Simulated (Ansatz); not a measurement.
**Clamped-ion strain scan in Hf**

Method: DFT PBE, scalar-relativistic, plane waves, PAW in Ansatz. Settings: plane waves to 420 eV, k-mesh 18×18×10 (Γ-centred), Gaussian smearing 0.15 eV. Spin–orbit coupling is left out, which can shift energies with elements as heavy as these. No spin polarisation. Energies are free energies at this smearing, counted from the undisturbed cell; pressure is positive in compression.

Reference structure (as given, not relaxed at this level; it stands at 0.8 GPa):

```xyz
2
Lattice="3.1967 0.0000 0.0000 -1.5983 2.7684 0.0000 0.0000 0.0000 5.0578" Properties=species:S:1:pos:R:3 pbc="T T T"
Hf    0.0000    1.8456    1.2645
Hf    1.5983    0.9228    3.7934
```

The cell is strained by ε times the Voigt pattern (1, 1, 0, 0, 0, 0) (xx, yy, zz, yz, xz, xy; engineering shear) with fractional coordinates fixed. The cell is metallic on the mesh throughout.

| ε | ΔE (meV/atom) |
| --- | --- |
| -0.1500 | 1060.8 |
| -0.1125 | 572.3 |
| -0.0750 | 246.3 |
| -0.0375 | 61.9 |
| 0.0000 | 0.0 |
| 0.0375 | 38.3 |
| 0.0750 | 155.2 |
| 0.1125 | 331.3 |
| 0.1312 | 435.9 |
| 0.1500 | 549.6 |

Predict the pressure (GPa) at each point.

```tsv
ε	pressure (GPa)
-0.1500	59.0
-0.1125	38.2
-0.0750	22.5
-0.0375	10.2
0.0000	0.8
0.0375	-6.2
0.0750	-11.3
0.1125	-14.8
0.1312	-16.0
0.1500	-17.0
```